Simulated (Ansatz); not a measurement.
An elastic tensor (GPa, Voigt order, standard axes) from the program Ansatz at the PBEsol level (PAW):

```
 103  59.1  44.3   0.0   0.0   0.0
59.1   103  44.3   0.0   0.0   0.0
44.3  44.3   158   0.0   0.0   0.0
 0.0   0.0   0.0  43.6   0.0   0.0
 0.0   0.0   0.0   0.0  43.6   0.0
 0.0   0.0   0.0   0.0   0.0  27.4
```

Task: Which compound is it?
(A) BeSe, P4_2/mnm (Be on 4g, Se on 4f)
(B) MgO, P4_2/mnm (Mg on 4g, O on 4f)
(C) BP, P4_2/mnm (B on 4f, P on 4g)
(D) AlN, P4_2/mnm (Al on 4g, N on 4f)

Result: A, BeSe, P4_2/mnm (Be on 4g, Se on 4f)

The start of the workflow was typed in or built on a structure type; neither database checked (COD, Materials Project) lists it. COD files the formula under space group No. 216. Its standing as an ambient phase is unchecked. The cell was relaxed with PBEsol under the symmetry of its start; its stability against distortions is not shown here.

Potentials: the earlier of the program's two PAW sets. The files were generated under PBE; for other functionals the program regenerates the frozen cores, and for LDA and PBEsol the local potential too.
